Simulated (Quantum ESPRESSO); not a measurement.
## Band energies of LiCa2CuN2

```
CELL_PARAMETERS angstrom
      5.30352     0.00000     0.00000
      0.00000     5.30352     0.00000
      0.00000     0.00000     6.62918
ATOMIC_POSITIONS crystal
  Li 0.50000 0.50000 0.50000
  Li 0.00000 0.00000 0.00000
  N  0.24816 0.75184 0.50000
  N  0.75184 0.24816 0.50000
  N  0.74816 0.74816 0.00000
  N  0.25184 0.25184 0.00000
  Ca 0.00000 0.50000 0.25000
  Ca 0.00000 0.50000 0.75000
  Ca 0.50000 0.00000 0.25000
  Ca 0.50000 0.00000 0.75000
  Cu 0.50000 0.50000 0.00000
  Cu 0.00000 0.00000 0.50000
```

PBEsol (pw.x of Quantum ESPRESSO, ONCV potentials, scalar-relativistic); path ΓXMΓZRAZ,XR,MA; energies in eV from the valence-band maximum.

| k (1/Å) | point | band 48 | band 49 | band 50 | band 51 | band 52 | band 53 | band 54 | band 55 |
|---|---|---|---|---|---|---|---|---|---|
| 0.00 | Γ | -1.33 | -0.73 | -0.03 | 0.00 | 0.00 | 0.97 | 0.97 | 1.07 |
| 0.39 |  | -1.38 | -0.59 | -0.45 | -0.23 | -0.21 | 1.62 | 1.92 | 2.12 |
| 0.59 | X | -1.55 | -0.42 | -0.42 | -0.39 | -0.39 | 2.09 | 2.09 | 2.85 |
| 0.79 |  | -1.59 | -0.40 | -0.40 | -0.30 | -0.30 | 2.05 | 2.05 | 2.95 |
| 1.18 | M | -1.70 | -0.35 | -0.35 | -0.08 | -0.08 | 2.21 | 2.21 | 2.96 |
| 1.39 |  | -1.58 | -0.43 | -0.30 | -0.21 | -0.09 | 2.02 | 2.16 | 2.69 |
| 1.81 |  | -1.31 | -0.71 | -0.23 | -0.08 | -0.05 | 1.14 | 1.31 | 1.42 |
| 2.02 | Γ | -1.33 | -0.73 | -0.03 | 0.00 | 0.00 | 0.97 | 0.97 | 1.07 |
| 2.50 | Z | -1.39 | -0.41 | -0.41 | -0.02 | -0.02 | 1.01 | 1.01 | 2.25 |
| 2.89 |  | -1.43 | -0.48 | -0.48 | -0.17 | -0.17 | 1.92 | 1.92 | 2.67 |
| 3.09 | R | -1.43 | -0.47 | -0.47 | -0.22 | -0.22 | 2.35 | 2.35 | 2.87 |
| 3.48 |  | -1.38 | -0.37 | -0.37 | -0.14 | -0.14 | 2.52 | 2.52 | 3.18 |
| 3.68 | A | -1.35 | -0.39 | -0.39 | -0.06 | -0.06 | 2.42 | 2.42 | 3.54 |
| 3.82 |  | -1.35 | -0.39 | -0.37 | -0.11 | -0.09 | 2.47 | 2.48 | 3.26 |
| 4.24 |  | -1.44 | -0.56 | -0.34 | -0.14 | -0.10 | 1.56 | 1.61 | 2.43 |
| 4.52 | Z | -1.39 | -0.41 | -0.41 | -0.02 | -0.02 | 1.01 | 1.01 | 2.25 |
| 4.52 | X | -1.55 | -0.42 | -0.42 | -0.39 | -0.39 | 2.09 | 2.09 | 2.85 |
| 4.83 |  | -1.44 | -0.45 | -0.45 | -0.27 | -0.27 | 2.26 | 2.26 | 2.76 |
| 4.99 | R | -1.43 | -0.47 | -0.47 | -0.22 | -0.22 | 2.35 | 2.35 | 2.87 |
| 4.99 | M | -1.70 | -0.35 | -0.35 | -0.08 | -0.08 | 2.21 | 2.21 | 2.96 |
| 5.47 | A | -1.35 | -0.39 | -0.39 | -0.06 | -0.06 | 2.42 | 2.42 | 3.54 |

The PBEsol gap is direct, 0.97 eV at Γ. Another valence extremum on the path lies within 0.02 eV, too close to call.

The filled Cu 3d shell has no Hubbard U; semilocal functionals place it too high.

Geometry of the Materials Project entry, not relaxed at this level.

The structure is a Materials Project entry; no match was found in the copy of COD used, and its stability was not checked.
